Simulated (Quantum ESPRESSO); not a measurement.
# Ti6Ga2: input and log of a self-consistent run

Computed values, not a measurement. The program is pw.x of Quantum ESPRESSO 7.5 (plane-wave density functional theory). The cell is made up: eight metal atoms on a hexagonal close-packed lattice, with elements, volume, strain and displacements drawn at random and not relaxed, so it may be unstable or far from any real phase. PseudoDojo standard norm-conserving files set the functional (PBE unless stated); there is no spin polarisation or spin-orbit coupling, the Fermi-Dirac width of 0.25 eV means electrons at about 2900 K, and the masses in the input are unused placeholders. A spin test at this wide smearing found no moment, but such smearing suppresses magnetism that the real alloy may have.

Input:

```
&control calculation='scf', pseudo_dir='./dojo.nc.sr.pbe.v0_5.standard.upf', outdir='./o', disk_io='minimal', tprnfor=.true., tstress=.true. /
&system ibrav=0, nat=8, ntyp=2, nbnd=65, ecutwfc=84.00895049, nosym=.true., tot_charge=0,
 occupations='smearing', smearing='fd', degauss=0.0183746611
/
&electrons conv_thr=1.470e-08, electron_maxstep=70, mixing_beta=0.5 /
ATOMIC_SPECIES
Ga 1.0 Ga.upf
Ti 1.0 Ti.upf
CELL_PARAMETERS angstrom
2.8815 -0.014 -0.019
1.4841 -2.4382 -4.5691
1.4357 7.6077 -4.7382
ATOMIC_POSITIONS angstrom
Ti 0.0865 0.0227 -0.0154
Ga 1.5107 2.6321 -4.6165
Ga 1.4645 -1.0568 -2.1228
Ti 2.8698 1.71 -6.9661
Ti 2.8348 4.9967 -4.6341
Ti 2.6869 -0.1392 -4.4856
Ti 2.9362 1.7367 -2.2693
Ti 4.2826 4.4374 -7.0167
K_POINTS automatic
8 5 3 1 1 1
```

The log is shortened where brackets say so; the opening notice, blank lines, dates and the lines on written files are dropped, and the path of the files is cut. It prints rydbergs, bohrs and kilobars, and counts compression as positive stress. Its total energy is the free energy E - TS of the whole cell.

```
     Program PWSCF v.7.5
     Parallel version (MPI & OpenMP), running on       4 processor cores
     Number of MPI processes:                 4
     Threads/MPI process:                     1
     [start-up lines left out]
     bravais-lattice index     =            0
     lattice parameter (alat)  =       5.4454  a.u.
     unit-cell volume          =     898.6307 (a.u.)^3
     number of atoms/cell      =            8
     number of atomic types    =            2
     number of electrons       =        98.00
     number of Kohn-Sham states=           65
     kinetic-energy cutoff     =      84.0090  Ry
     charge density cutoff     =     336.0358  Ry
     scf convergence threshold =      1.5E-08
     mixing beta               =       0.5000
     number of iterations used =            8  plain     mixing
     Exchange-correlation= PBE
                           (   1   4   3   4   0   0   0)
     [axes and pseudopotential details left out]
   Cartesian axes
     site n.     atom                  positions (alat units)
         1        Ti     tau(   1) = (   0.0300181   0.0078776  -0.0053443  )
         2        Ga     tau(   2) = (   0.5242580   0.9134172  -1.6020632  )
         3        Ga     tau(   3) = (   0.5082252  -0.3667411  -0.7366749  )
         4        Ti     tau(   4) = (   0.9959062   0.5934210  -2.4174445  )
         5        Ti     tau(   5) = (   0.9837602   1.7340040  -1.6081709  )
         6        Ti     tau(   6) = (   0.9324345  -0.0483066  -1.5566370  )
         7        Ti     tau(   7) = (   1.0189490   0.6026867  -0.7875148  )
         8        Ti     tau(   8) = (   1.4861900   1.5399102  -2.4350042  )
     number of k points=    60  Fermi-Dirac smearing, width (Ry)=  0.0184
                       cart. coord. in units 2pi/alat
        k(    1) = (   0.0622444   0.0185350  -0.0527401), wk =   0.0333333
        k(    2) = (   0.0619899  -0.1709939   0.0483152), wk =   0.0333333
     [further k points left out]
     Dense  grid:    93461 G-vectors     FFT dimensions: (  32,  60, 108)
     Estimated max dynamical RAM per process >     317.28 MB
     Estimated total dynamical RAM >       1.17 GB
     Initial potential from superposition of free atoms
     starting charge      97.9851, renormalised to      98.0000
     Starting wfcs are   78 randomized atomic wfcs
     total cpu time spent up to now is       10.3 secs
     per-process dynamical memory:   260.7 Mb
     Self-consistent Calculation
     iteration #  1     ecut=    84.01 Ry     beta= 0.50
     Davidson diagonalization with overlap
     ethr =  1.00E-02,  avg # of iterations =  2.2
     Threshold (ethr) on eigenvalues was too large:
     Diagonalizing with lowered threshold
     Davidson diagonalization with overlap
     ethr =  6.65E-04,  avg # of iterations =  4.0
     total cpu time spent up to now is       54.5 secs
     total energy              =   -1017.95136499 Ry
     estimated scf accuracy    <       0.72356031 Ry
     iteration #  2     ecut=    84.01 Ry     beta= 0.50
     Davidson diagonalization with overlap
     ethr =  7.38E-04,  avg # of iterations =  9.9
     total cpu time spent up to now is       92.9 secs
     total energy              =   -1016.44349753 Ry
     estimated scf accuracy    <      44.74394534 Ry
     iteration #  3     ecut=    84.01 Ry     beta= 0.50
     Davidson diagonalization with overlap
     ethr =  7.38E-04,  avg # of iterations =  8.1
     total cpu time spent up to now is      125.8 secs
     total energy              =   -1017.97690537 Ry
     estimated scf accuracy    <       4.30843188 Ry
     iteration #  4     ecut=    84.01 Ry     beta= 0.50
     Davidson diagonalization with overlap
     ethr =  7.38E-04,  avg # of iterations =  7.4
     total cpu time spent up to now is      150.4 secs
     total energy              =   -1018.08863123 Ry
     estimated scf accuracy    <       4.59363785 Ry
     iteration #  5     ecut=    84.01 Ry     beta= 0.50
     Davidson diagonalization with overlap
     ethr =  7.38E-04,  avg # of iterations =  2.1
     total cpu time spent up to now is      170.8 secs
     total energy              =   -1018.25237392 Ry
     estimated scf accuracy    <       0.57490235 Ry
     [iterations 6 to 17 left out]
     iteration # 18     ecut=    84.01 Ry     beta= 0.50
     Davidson diagonalization with overlap
     ethr =  1.38E-09,  avg # of iterations =  5.7
     total cpu time spent up to now is      454.7 secs
     total energy              =   -1018.30259892 Ry
     estimated scf accuracy    <       0.00000036 Ry
     iteration # 19     ecut=    84.01 Ry     beta= 0.50
     Davidson diagonalization with overlap
     ethr =  3.66E-10,  avg # of iterations =  2.2
     total cpu time spent up to now is      471.0 secs
     total energy              =   -1018.30259890 Ry
     estimated scf accuracy    <       0.00000028 Ry
     iteration # 20     ecut=    84.01 Ry     beta= 0.50
     Davidson diagonalization with overlap
     ethr =  2.86E-10,  avg # of iterations =  1.9
     total cpu time spent up to now is      488.5 secs
     total energy              =   -1018.30259890 Ry
     estimated scf accuracy    <       0.00000003 Ry
     iteration # 21     ecut=    84.01 Ry     beta= 0.50
     Davidson diagonalization with overlap
     ethr =  3.42E-11,  avg # of iterations =  6.0
     total cpu time spent up to now is      515.1 secs
     total energy              =   -1018.30259892 Ry
     estimated scf accuracy    <       0.00000003 Ry
     iteration # 22     ecut=    84.01 Ry     beta= 0.50
     Davidson diagonalization with overlap
     ethr =  3.42E-11,  avg # of iterations =  1.1
     total cpu time spent up to now is      531.5 secs
     End of self-consistent calculation
     [lines on levels left out]
!    total energy              =   -1018.30259891 Ry
     estimated scf accuracy    <          5.8E-09 Ry
     smearing contrib. (-TS)   =      -0.14510309 Ry
     internal energy E=F+TS    =   -1018.15749582 Ry
     The total energy is F=E-TS. E is the sum of the following terms:
     one-electron contribution =    -338.69745824 Ry
     hartree contribution      =     222.55148652 Ry
     xc contribution           =    -188.80391983 Ry
     ewald contribution        =    -713.20760427 Ry
     convergence has been achieved in  22 iterations
     Forces acting on atoms (cartesian axes, Ry/au):
     atom    1 type  2   force =    -0.03160077   -0.03294345   -0.00757665
     atom    2 type  1   force =    -0.00976078   -0.02480670   -0.00777659
     atom    3 type  1   force =    -0.00792233    0.07140809   -0.02722883
     atom    4 type  2   force =     0.01037309    0.01897006    0.04486732
     atom    5 type  2   force =     0.00969646   -0.00047789    0.00903773
     atom    6 type  2   force =     0.02908198    0.05527078    0.02080005
     atom    7 type  2   force =    -0.01181374   -0.02653264   -0.03034613
     atom    8 type  2   force =     0.01194609   -0.06088825   -0.00177690
     Total force =     0.146366     Total SCF correction =     0.000141
     Computing stress (Cartesian axis) and pressure
          total   stress  (Ry/bohr**3)                   (kbar)     P=       40.33
   0.00041542   0.00013089   0.00002552           61.11       19.25        3.75
   0.00013089   0.00016598   0.00019514           19.25       24.42       28.71
   0.00002552   0.00019514   0.00024108            3.75       28.71       35.46
     init_run     :      9.74s CPU     10.10s WALL (       1 calls)
     electrons    :    518.62s CPU    521.28s WALL (       1 calls)
     forces       :      1.99s CPU      2.01s WALL (       1 calls)
     stress       :      7.97s CPU      7.98s WALL (       1 calls)
     [timing details left out]
     PWSCF        :   8m58.59s CPU   9m 1.66s WALL
     JOB DONE.
```

In other units: free energy -13854.713 eV for the cell, pressure 4.03 GPa, largest force component 1.836 eV/Å in size. The run took 543 s of wall time with four MPI processes on a shared machine (Intel Xeon, older, virtual cores), so the time is rough. A rerun of this cell at a higher cutoff and on a denser mesh moved values by no more than 0.002 eV in energy, 0.02 GPa in stress and 0.003 eV/Å in force, and a second program with other atomic files agreed on that cell to 2 % rms in force and 0.5 GPa in pressure.